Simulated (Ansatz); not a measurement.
Zn:
```cif
data_Zn2
_chemical_formula_sum 'Zn2'
_space_group_name_H-M_alt 'P63/mmc'
_space_group_IT_number 194
_space_group_name_Hall '-P 6c 2c'
_cell_length_a 2.58765
_cell_length_b 2.58765
_cell_length_c 4.92778
_cell_angle_alpha 90.000
_cell_angle_beta 90.000
_cell_angle_gamma 120.000
loop_
_atom_site_label
_atom_site_type_symbol
_atom_site_symmetry_multiplicity
_atom_site_Wyckoff_symbol
_atom_site_fract_x
_atom_site_fract_y
_atom_site_fract_z
_atom_site_occupancy
Zn1 Zn 2 c 0.33333 0.66667 0.25000 1
```

Relaxed with PBEsol.

### Question
Decompose the optical modes at the zone centre into irreducible representations, and say which are infrared and Raman allowed.

### Answer
Point group 6/mmm: Γ_opt = B1g + E2g. Infrared: none. Raman: E2g.

### Question
Assign frequencies (DFPT, PBEsol (plane waves, PAW; program Ansatz)).

### Answer
E2g 72, B1g 138 cm⁻¹.

Subscripts of B labels follow the axes of the standard setting.

Space group P6_3/mmc (hcp (Mg type)). The cell keeps a stress of up to 0.3 GPa. Symmetry was held in the PBEsol relaxation; of distortions, only those at the zone centre were tested. As this level gives no gap, phonon frequencies hold no LO–TO term and depend on the k-mesh and smearing (Fermi–Dirac, 0.1 eV here).

Potentials: the earlier of the program's two PAW sets.
